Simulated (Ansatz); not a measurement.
CoPtO$_{2}$:
Space group R-3m, hexagonal axes (No. 166); a = 2.8212 Å, b = 2.8212 Å, c = 17.8030 Å, α = 90.00°, β = 90.00°, γ = 120.00°

```tsv
atom	site	symmetry	x	y	z
Co	3b	-3m	0.0000	0.0000	0.5000
Pt	3a	-3m	0.0000	0.0000	0.0000
O	6c	3m	0.0000	0.0000	0.1123
```
(The calculation used a cell of 4 atoms; values per cell refer to that cell.)

Relaxed with r²SCAN.

**Question.** Tabulate the valence density and the electron localisation function along the shortest Co–Co contact (2.82 Å), r²SCAN (plane waves, PAW; program Ansatz).

**Answer.** 

```csv
distance from Co (Å),density (e/Å³),ELF
0.28,26.85,0.94
0.42,12.03,0.78
0.56,4.83,0.51
0.71,1.96,0.30
0.85,0.83,0.17
0.99,0.42,0.10
1.13,0.30,0.08
1.27,0.25,0.08
1.41,0.24,0.08
1.55,0.25,0.08
1.69,0.30,0.08
1.83,0.42,0.10
1.97,0.83,0.17
2.12,1.96,0.30
2.26,4.83,0.51
2.40,12.03,0.78
2.54,26.85,0.94
```

The density is the valence pseudo-density with augmentation charge, so density and ELF within about 1 Å of a nucleus are not all-electron values.

Symmetry was held in the r²SCAN relaxation. No spin polarisation was allowed. No Hubbard U is applied. Spin–orbit coupling is left out wherever it is not named.

Potentials: the later of the program's two PAW sets.
